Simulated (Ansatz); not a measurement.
This cell of C (diamond) is off equilibrium:

```xyz
4
Lattice="0.0000 3.5716 3.5716 1.7858 0.0000 1.7858 1.7858 1.7858 0.0000" Properties=species:S:1:pos:R:3 pbc="T T T"
C      1.7858     1.7858     1.7858
C      1.7858     3.5716     3.5716
C      2.9544     2.9544     2.5487
C      2.6787     4.4645     4.4645
```

These are PBE (plane waves to 420 eV, PAW, scalar-relativistic; Ansatz, a program for electronic structure) values and carry that method's errors. k mesh 13×13×13 (Γ-centred), Fermi-Dirac smearing 0.05 eV. The energy includes the smearing's −TS. Stress and pressure are positive under compression. As the smearing reaches across the gap at some points, energies and forces of such displacements shift with the k mesh and the smearing. C was relaxed with its symmetry unable to fall.

Q: What forces act on the atoms (eV/Å, Cartesian)?

A: 
```csv
atom,Fx,Fy,Fz
C1,12.325,11.655,-15.053
C2,1.434,1.676,-0.934
C3,-14.664,-12.976,16.471
C4,0.905,-0.355,-0.484
```

Q: What is the stress tensor (GPa)?

A: 
```
   44.3     41.1    -34.5
   41.1     47.6    -29.2
  -34.5    -29.2     56.1
```
The pressure, a third of the trace, is 49.3 GPa.

Q: In it atom 3 sits (0.276, 0.276, -0.130) Å away from its relaxed site. What is its energy relative to the relaxed cell?

A: 4307 meV/cell.

(For displaced atoms, the force is minus the slope of the energy, and its curvature is a force constant, which sets phonon frequencies.)
